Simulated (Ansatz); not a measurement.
Below is a relaxed structure of Al2B2N. The cell was found from a structure generator's guess, not taken from experiment.

Method: DFT PBE, scalar-relativistic, plane waves, PAW in Ansatz 0.2.0. Cutoff 420 eV, Γ-centred mesh, Gaussian smearing, no spin polarisation.

```xyz
5
Lattice="-1.9287 1.9287 5.0945 1.9287 -1.9287 5.0945 1.9287 1.9287 -5.0945" Properties=species:S:1:pos:R:3 pbc="T T T"
Al    0.0000    1.9287    2.5473
Al    1.9287    0.0000    2.5473
B     0.0000    0.0000    3.7353
B     0.0000    0.0000    6.4538
N     0.0000    0.0000    5.0945
```

Energies over the elements count from the elements' standard structures at the same level (N₂ as a molecule), with no fitted energy shifts.

Question: Find its symmetry and describe it.

Answer: I4/mmm (No. 139). Conventional cell: a = 3.857 Å, c = 10.189 Å. Al has 4 B at 2.27 Å; B has 1 N at 1.36 Å and 4 Al at 2.27 Å; N has 2 B at 1.36 Å.

Question: How far does it lie from the elements in energy?

Answer: +0.10 eV/atom. A positive value: parting into the elements would lower its energy.

Question: Is it a metal?

Answer: Yes, bands cross the Fermi level on the 14×14×14 mesh.

The last run used a 14×14×14 mesh for its 5-atom cell and Gaussian smearing of 0.10 eV. Symmetry constrained the relaxation, so the result can be a saddle point. Another cell of Al2B2N relaxed alike, in P-3m1, lies 0.45 eV/atom lower, so this cell isn't the stable form at this level.
